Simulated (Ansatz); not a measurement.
TaAl (L1₀ or tetragonal B2, P4/mmm) under volume change, PBEsol in the plane-wave PAW code Ansatz, shape and atoms relaxed at each volume.

```tsv
V (Å³/atom)	E − E(relaxed) (meV/atom)	P (GPa)
14.899	79.7	18.77
15.390	33.5	11.53
15.881	7.9	5.32
16.372	0.0	-0.04
16.863	7.3	-4.63
17.355	27.7	-8.59
17.846	59.4	-12.00
```

Q: What does a third-order Birch–Murnaghan fit give for V₀, B₀ and B′?

A: V₀ = 16.37 Å³/atom, B₀ = 165 GPa, B′ = 4.0.

The start of the workflow was typed in or built on a structure type; neither database checked (COD, Materials Project) lists it. Its standing as an ambient phase is unchecked. The PBEsol relaxation kept the symmetry of its start; of distortions, only those at the zone centre were tested. The run is not spin-polarised. Spin–orbit coupling is left out wherever it is not named.

Potentials: the earlier of the program's two PAW sets.
